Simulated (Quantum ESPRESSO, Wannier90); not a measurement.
**Wannier functions of Sn (Immm)**

```xyz
1
Lattice="-1.7265 1.7755 2.3383 1.7265 -1.7755 2.3383 1.7265 1.7755 -2.3383" Properties=species:S:1:pos:R:3 pbc="T T T"
Sn     0.0000     0.0000     0.0000
```

Materials Project entry mp-623511; symmetrised, unrelaxed at this level. Not found in the COD (Crystallography Open Database) copy used, which has the formula in other groups; not checked further. Method: PBEsol plane waves in Quantum ESPRESSO 7.5 (PseudoDojo norm-conserving files, 58 Ry, no spin polarisation, no spin-orbit coupling), Bloch states on a 12×12×12 mesh through Γ, Wannier90 4.0.1. Density: 16×16×16 mesh, cold smearing 0.01 Ry. Spin-orbit coupling is left out although heavy elements are present.

A tight-binding model is made by disentanglement and projection with no localisation steps (num_iter = 0), so the 4 orbitals stay atom-like: hydrogen-like Sn: s;p, axes along x, y, z; frozen window up to 1.50 eV relative to the Fermi level. It follows pw.x to 12 meV rms for states up to 1.0 eV relative to the Fermi level. Matrix elements depend on this choice of orbitals and windows.

Q: What are the on-site energies relative to the Fermi level, and how fast do the hoppings decay?

A: 
```tsv
atom	orbitals	energy (eV)
Sn1	s	-6.02
Sn1	pz	1.23
Sn1	px	1.21
Sn1	py	1.15
```

| distance of the centres (Å) | largest modulus (eV) |
|---|---|
| 3–4 | 1.5 |
| 4–5 | 0.057 |
| 5–6 | 0.059 |
| 6–7 | 0.24 |
| 7–8 | 0.19 |
| 8–9 | 0.013 |
| 9–10 | 0.0074 |
| 10–11 | 0.051 |
| 11–12 | 0.0035 |
| 12–13 | 0.0060 |
